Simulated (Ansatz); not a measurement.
BeNi (CsCl type, space group No. 221) under volume change, plane-wave PAW LDA (Ansatz code), scaled uniformly.

| V (Å³/atom) | E − E(relaxed) (meV/atom) | P (GPa) |
|---|---|---|
| 7.586 | [?] | [?] |
| 7.836 | 22.2 | 15.03 |
| 8.086 | 5.2 | 6.91 |
| 8.336 | 0.0 | -0.02 |
| 8.586 | [?] | [?] |
| 8.836 | 18.2 | -11.04 |
| 9.086 | 38.9 | -15.38 |

### Question
Some entries are withheld; supply them.

### Answer

- 8.586, E − E(relaxed) (meV/atom): 4.8
- 8.586, P (GPa): -5.96
- 7.586, E − E(relaxed) (meV/atom): 52.9
- 7.586, P (GPa): 24.54

### Question
What does a third-order Birch–Murnaghan fit give for V₀, B₀ and B′?

### Answer
V₀ = 8.34 Å³/atom, B₀ = 214 GPa, B′ = 4.2.

Space group Pm-3m (CsCl type). The workflow started from a Materials Project entry (that database holds measured and hypothetical structures alike); the Crystallography Open Database copy checked does not list it. With Be and Ni taken as one species the cell has the higher symmetry Im-3m, so it may be an ordered model of a mixed-site phase. Its standing as an ambient phase is unchecked. The cell was relaxed with LDA under the symmetry of its start; of distortions, only those at the zone centre were tested. No spin polarisation was allowed.

Potentials: the later of the program's two PAW sets.
